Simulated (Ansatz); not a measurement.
Put NaY in R-3m (No. 166): Na on 3b; Y on 3a. The cell of NaY is invented: close-packed layers stacked AB, repeated with a shift to C (elements of the layers in order: Y Na).

Computed with DFT PBE, scalar-relativistic, plane waves, PAW in Ansatz 0.2.0. Cutoff 420 eV, Γ-centred mesh, Gaussian smearing, no spin polarisation.

Formation energies are uncorrected and refer to the elements' standard structures at the same level.

**Question.** Predict the relaxed structure.

**Answer.**

Space group R-3m:H (No. 166). a = 3.498 Å, b = 3.498 Å, c = 18.766 Å, α = 90.00°, β = 90.00°, γ = 120.00°
| atom | site | symmetry | x | y | z |
| --- | --- | --- | --- | --- | --- |
| Na | 3b | -3m | 0.6667 | 0.3333 | 0.8333 |
| Y | 3a | -3m | 0.0000 | 0.0000 | 0.0000 |

It has the CuPt (L1_1) type. Na is surrounded by 6 Na at 3.50 Å and 6 Y at 3.72 Å; Y is surrounded by 6 Y at 3.50 Å and 6 Na at 3.72 Å. Another local minimum with the same sites may exist.

**Question.** Where does its energy lie, and is it a metal?

**Answer.** The formation energy is +0.27 eV/atom and the gap on the 18×18×18 mesh of the 2-atom cell is 0 eV (a metal). The separate elements lie lower, so it is unstable against them.

The last run used Gaussian smearing of 0.10 eV. A structure relaxed within its symmetry needn't be a true minimum.
